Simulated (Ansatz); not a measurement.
47Ti nuclear quadrupole resonance in TiSi₂ under strain

Cell: an entry of the Crystallography Open Database (COD), relaxed with PBE at fixed cell and then changed (z compressed by 2 %, ions relaxed).

```yaml
crystal:
  lattice:
    - [0.00000, 4.11800, 4.17627]
    - [2.38650, 0.00000, 4.17627]
    - [2.38650, 4.11800, 0.00000]
  atoms:
    - { symbol: Ti, position: [0.75000, 0.75000, 0.75000] }
    - { symbol: Ti, position: [0.50000, 0.50000, 0.50000] }
    - { symbol: Si, position: [0.08603, 0.41397, 0.08603] }
    - { symbol: Si, position: [0.41397, 0.08603, 0.41397] }
    - { symbol: Si, position: [0.16397, 0.83603, 0.16397] }
    - { symbol: Si, position: [0.83603, 0.16397, 0.83603] }
```

Atoms are numbered from 1 in the order listed; like atoms form one site, named after its first atom.

Computed with Ansatz: DFT, PBE, plane waves and PAW, scalar-relativistic, 420 eV cutoff, Γ-centred 13×13×13 k-points, Fermi–Dirac smearing 0.05 eV.

47Ti: I = 5/2, Q = 302.0 mb (year-2017 value). Static lattice, zero field.

**Question.** Predict the zero-field 47Ti lines of each site.

**Answer.** For I = 5/2 and η = 0 the lines are 3|C_Q|/20 and twice that; η pulls their ratio below 2. At large η the states mix, and weaker lines appear at sums of the main ones; lines under 5 % of the strongest are left out.

| site | atoms | V_zz (10²¹ V/m²) | C_Q (MHz) | η | line frequencies (MHz) |
| --- | --- | --- | --- | --- | --- |
| Ti | 1, 2 | 1.92 | 14.0 | 0.89 | 3.45, 3.78, 7.23 |

**Question.** And for 49Ti (I = 7/2, Q = 247.0 mb) on Ti?

**Answer.** C_Q scales with Q to 11.5 MHz, with lines at 1.51, 2.01, 2.25 MHz.

With no gap above 0.1 eV, as in a metal, the gradients converge slowly in k; expect changes of a tenth or more on a denser mesh. At this changed cell the PBE pressure is 6 GPa.
